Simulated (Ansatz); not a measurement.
YF3:
```yaml
crystal:
  lattice:
    - [6.73299, 0.00000, 0.00000]
    - [-3.36650, 5.83094, 0.00000]
    - [0.00000, 0.00000, 6.92604]
  atoms:
    - { symbol: Y, position: [0.65401, 0.00000, 0.75000] }
    - { symbol: Y, position: [0.34599, 0.00000, 0.25000] }
    - { symbol: Y, position: [0.00000, 0.65401, 0.75000] }
    - { symbol: Y, position: [0.00000, 0.34599, 0.25000] }
    - { symbol: Y, position: [0.34599, 0.34599, 0.75000] }
    - { symbol: Y, position: [0.65401, 0.65401, 0.25000] }
    - { symbol: F, position: [0.30662, 0.93206, 0.92114] }
    - { symbol: F, position: [0.69338, 0.06794, 0.07886] }
    - { symbol: F, position: [0.06794, 0.37456, 0.92114] }
    - { symbol: F, position: [0.93206, 0.62544, 0.07886] }
    - { symbol: F, position: [0.62544, 0.69338, 0.92114] }
    - { symbol: F, position: [0.37456, 0.30662, 0.07886] }
    - { symbol: F, position: [0.93206, 0.30662, 0.57886] }
    - { symbol: F, position: [0.06794, 0.69338, 0.42114] }
    - { symbol: F, position: [0.37456, 0.06794, 0.57886] }
    - { symbol: F, position: [0.62544, 0.93206, 0.42114] }
    - { symbol: F, position: [0.69338, 0.62544, 0.57886] }
    - { symbol: F, position: [0.30662, 0.37456, 0.42114] }
    - { symbol: F, position: [0.66667, 0.33333, 0.81777] }
    - { symbol: F, position: [0.33333, 0.66667, 0.18223] }
    - { symbol: F, position: [0.33333, 0.66667, 0.68223] }
    - { symbol: F, position: [0.66667, 0.33333, 0.31777] }
    - { symbol: F, position: [0.00000, 0.00000, 0.75000] }
    - { symbol: F, position: [0.00000, 0.00000, 0.25000] }
```

Relaxed with PBEsol.

Q: Which orbitals make up the states near the band edges in PBEsol (plane waves, PAW; program Ansatz)?

A: Top 1 eV of the valence band: F 2p 98 %. Bottom 1 eV of the conduction band: Y 4d 86 %, F 2p 5 %. Projections are on Löwdin-orthogonalised atomic valence shells; empty p or d shells of many metals are not among them.

Q: Tabulate the density of states.

A: States/eV per cell of 24 atoms, in 0.25 eV bins, energy from the valence-band maximum.

| E (eV) | total | F 2p | Y 4d | Y 5s |
|---|---|---|---|---|
| -4.10 | 0.00 | 0.00 | 0.00 | 0.00 |
| -3.85 | 16.66 | 13.77 | 2.33 | 0.37 |
| -3.60 | 24.22 | 20.19 | 3.23 | 0.38 |
| -3.35 | 24.42 | 20.75 | 2.85 | 0.34 |
| -3.10 | 27.62 | 23.96 | 2.66 | 0.38 |
| -2.85 | 20.62 | 18.27 | 1.60 | 0.25 |
| -2.60 | 26.16 | 23.59 | 1.68 | 0.28 |
| -2.35 | 25.32 | 23.01 | 1.52 | 0.26 |
| -2.10 | 22.28 | 20.40 | 1.21 | 0.21 |
| -1.85 | 30.08 | 27.84 | 1.43 | 0.26 |
| -1.60 | 41.72 | 39.19 | 1.71 | 0.21 |
| -1.35 | 26.95 | 25.47 | 0.95 | 0.12 |
| -1.10 | 30.44 | 29.05 | 0.92 | 0.09 |
| -0.85 | 30.98 | 29.92 | 0.66 | 0.06 |
| -0.60 | 38.06 | 37.20 | 0.50 | 0.04 |
| -0.35 | 40.26 | 39.62 | 0.35 | 0.02 |
| -0.10 | 6.20 | 6.14 | 0.03 | 0.00 |
| 0.15 | 0.00 | 0.00 | 0.00 | 0.00 |
| 0.40 | 0.00 | 0.00 | 0.00 | 0.00 |
| 0.65 | 0.00 | 0.00 | 0.00 | 0.00 |
| 0.90 | 0.00 | 0.00 | 0.00 | 0.00 |
| 1.15 | 0.00 | 0.00 | 0.00 | 0.00 |
| 1.40 | 0.00 | 0.00 | 0.00 | 0.00 |
| 1.65 | 0.00 | 0.00 | 0.00 | 0.00 |
| 1.90 | 0.00 | 0.00 | 0.00 | 0.00 |
| 2.15 | 0.00 | 0.00 | 0.00 | 0.00 |
| 2.40 | 0.00 | 0.00 | 0.00 | 0.00 |
| 2.65 | 0.00 | 0.00 | 0.00 | 0.00 |
| 2.90 | 0.00 | 0.00 | 0.00 | 0.00 |
| 3.15 | 0.00 | 0.00 | 0.00 | 0.00 |
| 3.40 | 0.00 | 0.00 | 0.00 | 0.00 |
| 3.65 | 0.00 | 0.00 | 0.00 | 0.00 |
| 3.90 | 0.00 | 0.00 | 0.00 | 0.00 |
| 4.15 | 0.00 | 0.00 | 0.00 | 0.00 |
| 4.40 | 0.00 | 0.00 | 0.00 | 0.00 |
| 4.65 | 0.00 | 0.00 | 0.00 | 0.00 |
| 4.90 | 0.00 | 0.00 | 0.00 | 0.00 |
| 5.15 | 0.00 | 0.00 | 0.00 | 0.00 |
| 5.40 | 0.00 | 0.00 | 0.00 | 0.00 |
| 5.65 | 0.00 | 0.00 | 0.00 | 0.00 |
| 5.90 | 0.00 | 0.00 | 0.00 | 0.00 |
| 6.15 | 0.00 | 0.00 | 0.00 | 0.00 |
| 6.40 | 0.00 | 0.00 | 0.00 | 0.00 |
| 6.65 | 0.00 | 0.00 | 0.00 | 0.00 |
| 6.90 | 0.00 | 0.00 | 0.00 | 0.00 |
| 7.15 | 0.00 | 0.00 | 0.00 | 0.00 |
| 7.40 | 0.00 | 0.00 | 0.00 | 0.00 |
| 7.65 | 5.92 | 0.17 | 5.30 | 0.03 |
| 7.90 | 22.23 | 0.99 | 19.23 | 0.14 |
| 8.15 | 21.60 | 1.17 | 18.45 | 0.12 |
| 8.40 | 23.72 | 1.38 | 20.43 | 0.31 |
| 8.65 | 27.44 | 2.09 | 23.07 | 0.37 |
| 8.90 | 28.09 | 2.63 | 23.31 | 0.40 |
| 9.15 | 22.66 | 2.38 | 18.51 | 0.48 |
| 9.40 | 23.05 | 2.72 | 18.54 | 0.59 |
| 9.65 | 26.34 | 3.49 | 21.33 | 0.40 |
| 9.90 | 14.23 | 1.98 | 10.96 | 0.60 |
| 10.15 | 15.95 | 2.32 | 12.14 | 0.83 |
| 10.40 | 10.30 | 1.59 | 7.48 | 0.72 |
| 10.65 | 3.59 | 0.55 | 2.07 | 0.70 |
| 10.90 | 3.06 | 0.39 | 1.24 | 1.12 |
| 11.15 | 1.43 | 0.12 | 0.14 | 0.93 |
| 11.40 | 2.48 | 0.20 | 0.18 | 1.69 |
| 11.65 | 1.99 | 0.16 | 0.11 | 1.37 |
| 11.90 | 1.41 | 0.11 | 0.06 | 0.96 |

Space group P-3c1. The workflow started from a Materials Project entry (that database holds measured and hypothetical structures alike); the Crystallography Open Database copy checked does not list it. COD files the formula under space group No. 62, 221. Whether it is the stable phase at ambient conditions was not checked. The cell was relaxed with PBEsol under the symmetry of its start; its stability against distortions is not shown here. The run is not spin-polarised. Spin–orbit coupling is left out wherever it is not named.

Potentials: the later of the program's two PAW sets.
